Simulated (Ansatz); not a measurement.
Trial structure of Cd₂Te₃, not yet relaxed:

Space group P-3m1 (No. 164). a = 5.121 Å, b = 5.121 Å, c = 6.369 Å, α = 90.00°, β = 90.00°, γ = 120.00°
```tsv
atom	site	symmetry	x	y	z
Cd	2d	3m.	0.6667	0.3333	0.3217
Te	2d	3m.	0.6667	0.3333	0.8065
Te	1a	-3m.	0.0000	0.0000	0.0000
```

Level of theory: DFT PBE, scalar-relativistic, plane waves, PAW in Ansatz 0.2.0. Settings: cutoff 420 eV, Γ-centred mesh 6×6×4 on the computed 5-atom cell, Gaussian smearing of 0.10 eV; no spin polarisation.

The zero of energy is the elements' standard structures at the same level; no fitted shifts are applied.

Question: What does a single point on this coarse mesh give?

Answer: The pressure is 3.4 GPa (the mean over three directions, positive in compression), the largest force is 0.87 eV/Å, and the energy is +0.10 eV/atom against the elements. The shortest distance is 3.07 Å.

Question: Is it a good guess?

Answer: A fair one: relaxing gains under 0.1 eV/atom (the start's value is from the coarse mesh, so the gain is rough) in 24 ionic steps and ends at 0.00 eV/atom on the finer mesh. The symmetry stays P-3m1 (No. 164). The volume per atom grows by 9.2 %, from 28.9 to 31.6 Å³. The shortest distance goes from 3.07 Å (Cd–Te) to 2.98 Å (Cd–Te). The ratio c/a of the conventional cell changes by a factor of 1.48. Conventional cell: a = 4.623 Å, c = 8.530 Å. Around Cd lie 4 Te at 2.98–3.14 Å and 3 Cd at 3.23 Å; Te on a site of symmetry 3m is surrounded by 4 Cd at 2.98–3.14 Å and 3 Te at 3.36 Å; Te on a site of symmetry -3m is surrounded by 6 Te at 3.36 Å.

The last run used a 12×12×6 mesh (in the run's order of axes) for its 5-atom cell and Gaussian smearing of 0.10 eV. The k mesh leaves some 4 meV/atom of noise in the energy of each metallic cell. These runs have no spin–orbit coupling, which can matter for Te. The reference form of Te is held partly by dispersion forces, which this level lacks. The relaxation can't lower the symmetry of the start, and the grade says only how near the guess is to its own end. A structure relaxed within its symmetry needn't be a true minimum. Another cell of Cd2Te3 relaxed alike, in R-3c, lies 51 meV/atom lower, so this cell isn't the stable form at this level.
